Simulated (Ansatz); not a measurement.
Relaxed-ion elastic tensor of ZnCu (CsCl type, space group No. 221) in GPa (Voigt order), PBEsol in the plane-wave PAW code Ansatz; density 8.71 g/cm³, 12.30 Å³ per atom.

```
 144   134   134   0.0   0.0   0.0
 134   144   134   0.0   0.0   0.0
 134   134   144   0.0   0.0   0.0
 0.0   0.0   0.0  99.7   0.0   0.0
 0.0   0.0   0.0   0.0  99.7   0.0
 0.0   0.0   0.0   0.0   0.0  99.7
```

Problem. Is the crystal mechanically stable?

Solution. Yes: the smallest eigenvalue of C is 10.0 GPa.

Problem. Work out the Voigt and Reuss bounds. Is their mean of use?

Solution. K_V = 137, K_R = 137; G_V = 61.8, G_R = 11.7 GPa. The bounds lie so far apart that a Hill average or a Debye temperature from it would say little.

Space group Pm-3m (CsCl type). The PBEsol relaxation kept the symmetry of its start; of distortions, only those at the zone centre were tested. The run is not spin-polarised. As this level gives no gap, shear constants depend on the k-mesh and smearing (Fermi–Dirac, 0.1 eV here).

Potentials: the later of the program's two PAW sets.
